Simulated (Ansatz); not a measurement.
# Notes on LiAsS3

```
CELL_PARAMETERS angstrom
5.60138 3.53097 0.00000
5.60138 -3.53097 0.00000
3.82556 0.00000 -5.34906
ATOMIC_POSITIONS crystal
Li 0.24070 0.75930 0.00000
Li 0.75930 0.24070 0.00000
As 0.15390 0.15390 0.41940
As 0.84610 0.84610 0.58060
S 0.77880 0.22120 0.50000
S 0.22120 0.77880 0.50000
S 0.19780 0.19780 0.67390
S 0.80220 0.80220 0.32610
S 0.31920 0.31920 0.06150
S 0.68080 0.68080 0.93850
```

Level: r2SCAN, no spin polarisation; 500 eV; 5×5×5 Γ-centred mesh; gaussian occupations (width 0.0208 eV); Ansatz 0.2.0, fixed geometry.

Q: Is it stable against the elements?

A: -0.35 eV an atom against the elements' usual phases (free molecules for gases, crystals otherwise, with no correction for O₂ or N₂), so it is bound against them; other compounds may still compete. Relaxing would lower it.

Q: Which orbitals make up the band edges?

A: Within 0.7 eV of the edges, the states project mainly on S p (97 %) below the gap and on S p (56 %), As s (20 %) and As p (15 %) above it.

Q: Is the cell too large or too small?

A: The pressure is 11.0 GPa (compression positive), so with the atoms held at these fractions the cell would first expand; the forces are large, so a full relaxation may end otherwise. The principal stresses 6.1, 11.4, 15.3 GPa differ, so its shape would change too.

Q: What is the band gap?

A: The gap is 2.38 eV, indirect (the least direct gap found is 2.71 eV). A semilocal functional usually gives too small a gap.

Q: Which atom feels the largest force, and which way?

A: The largest is on S9 (and as large on other atoms): 3.52 eV/Å, components (0.95, 0.00, 3.39). It makes 179° with the line to a nearest neighbour, As3 at 1.97 Å, pointing away from it.

Origin: a known structure type with other elements, at an estimated volume, so it need not be a known compound. Caveats: atoms or cell far from equilibrium.
